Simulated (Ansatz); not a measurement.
Start of a relaxation, N put at a top N site (TiN, Fm-3m (No. 225), (1 0 0) face):

```xyz
9
Lattice="2.9726 0.0000 0.0000 0.0000 2.9726 0.0000 0.0000 0.0000 25.3059" Properties=species:S:1:pos:R:3 pbc="T T T"
Ti    1.4863    1.4863    8.5000
N     0.0000    0.0000    8.5000
Ti    0.0000    0.0000   10.6020
N     1.4863    1.4863   10.6020
Ti    1.4863    1.4863   12.7038
N     0.0000    0.0000   12.7162
Ti    0.0000    0.0000   14.6976
N     1.4863    1.4863   14.8589
N     1.4863    1.4863   16.2789
```

These are results of Ansatz 0.2.0, DFT PBEsol, scalar-relativistic, plane waves, PAW, not measurements. Settings: cutoff 420 eV, Γ-centred mesh 10×10×1 on the computed 9-atom cell, Gaussian smearing of 0.10 eV; no spin polarisation. The cell repeats along c with a dipole correction in the vacuum.

Atoms 1, 2, 3, 4 (counted from 1) are held. The cell is fixed. Force threshold 0.03 eV/Å.

(1) Where does it end?

The end is the local minimum or symmetric point that this start leads to. The slab is only 6.3 Å thick, so the energy isn't converged with thickness.

Spin polarisation was left out, and a magnetic state may lie lower.

## Answers

(1) The energy falls by 1.213 eV in 7 steps, to:

```xyz
9
Lattice="2.9726 0.0000 0.0000 0.0000 2.9726 0.0000 0.0000 0.0000 25.3059" Properties=species:S:1:pos:R:3 pbc="T T T"
Ti    1.4863    1.4863    8.5000
N     0.0000    0.0000    8.5000
Ti    0.0000    0.0000   10.6020
N     1.4863    1.4863   10.6020
Ti    1.4863    1.4863   12.6856
N     0.0000    0.0000   12.7418
Ti    0.0000    0.0000   15.0694
N     1.4863    1.4863   14.6338
N     1.4863    1.4863   16.0017
```

Cost: 1 run of about 2.7 core-minutes, on Arm Neoverse V2 (shared hosts).